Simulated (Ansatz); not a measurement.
Bi₂Pd:
```xyz
6
Lattice="0.0017 5.6051 0.0000 4.2156 0.0000 0.0000 -2.1023 -1.4226 -6.1401" Properties=species:S:1:pos:R:3 pbc="T T T"
Bi     2.1126     2.8643    -4.2158
Bi     0.0023     1.3182    -1.9243
Bi     0.0035    -0.0510    -5.2441
Bi     2.1114     4.2335    -0.8960
Pd     2.1105     0.1608    -3.3930
Pd     0.0044     4.0217    -2.7471
```

Relaxed with LDA.

Which orbitals make up the states near the Fermi level in the program Ansatz at the LDA level (PAW)?

Within 0.5 eV of the Fermi level: Bi 6p 73 %, Pd 4d 17 %, Bi 6s 5 %. Projections are on Löwdin-orthogonalised atomic valence shells; empty p or d shells of many metals are not among them.

Tabulate the density of states.

States/eV per cell of 6 atoms, in 0.25 eV bins, energy from the Fermi level.

```tsv
E (eV)	total	Bi 6p	Pd 4d	Bi 6s
-7.85	0.00	0.00	0.00	0.00
-7.60	0.00	0.00	0.00	0.00
-7.35	0.00	0.00	0.00	0.00
-7.10	0.00	0.00	0.00	0.00
-6.85	0.00	0.00	0.00	0.00
-6.60	0.00	0.00	0.00	0.00
-6.35	0.00	0.00	0.00	0.00
-6.10	0.00	0.00	0.00	0.00
-5.85	0.94	0.69	0.19	0.01
-5.60	1.80	1.25	0.45	0.04
-5.35	3.52	2.14	1.22	0.07
-5.10	6.07	3.34	2.51	0.10
-4.85	4.68	2.43	2.06	0.10
-4.60	5.27	2.13	2.94	0.12
-4.35	6.85	2.27	4.30	0.17
-4.10	11.12	2.57	8.16	0.25
-3.85	6.63	1.58	4.78	0.18
-3.60	7.46	1.81	5.39	0.17
-3.35	8.56	2.10	6.22	0.15
-3.10	8.11	1.67	6.23	0.14
-2.85	8.60	1.48	6.90	0.13
-2.60	9.20	1.99	6.89	0.20
-2.35	7.54	2.46	4.72	0.23
-2.10	5.29	2.32	2.61	0.22
-1.85	3.77	1.89	1.63	0.15
-1.60	4.20	2.37	1.52	0.20
-1.35	3.63	2.18	1.15	0.19
-1.10	3.33	2.05	0.98	0.19
-0.85	3.35	2.18	0.86	0.18
-0.60	3.22	2.22	0.69	0.17
-0.35	2.83	2.03	0.52	0.15
-0.10	2.28	1.65	0.39	0.12
0.15	2.22	1.63	0.36	0.11
0.40	2.53	1.87	0.40	0.12
0.65	2.86	2.14	0.42	0.12
0.90	2.90	2.21	0.37	0.11
1.15	2.75	2.14	0.31	0.09
1.40	3.06	2.41	0.31	0.08
1.65	3.27	2.58	0.30	0.06
1.90	3.52	2.80	0.31	0.06
2.15	2.89	2.30	0.26	0.04
2.40	3.17	2.54	0.27	0.04
2.65	3.23	2.61	0.25	0.03
2.90	2.94	2.40	0.22	0.02
3.15	4.27	3.53	0.30	0.02
3.40	3.88	3.21	0.25	0.01
3.65	2.81	2.27	0.16	0.01
3.90	1.80	1.24	0.09	0.00
4.15	1.79	0.46	0.04	0.00
4.40	1.65	0.23	0.02	0.00
4.65	2.98	0.39	0.03	0.00
```

Space group C2/m. The first step of the workflow began from a Materials Project structure, measured or hypothetical; the Crystallography Open Database files this formula in space group No. 12, but the cells were not matched. Whether it is the stable phase at ambient conditions was not checked. The LDA relaxation kept the symmetry of its start; its stability against distortions is not shown here. No spin polarisation was allowed. Scalar-relativistic: spin–orbit coupling is off unless named, which matters more the heavier the elements.

Potentials: the later of the program's two PAW sets.
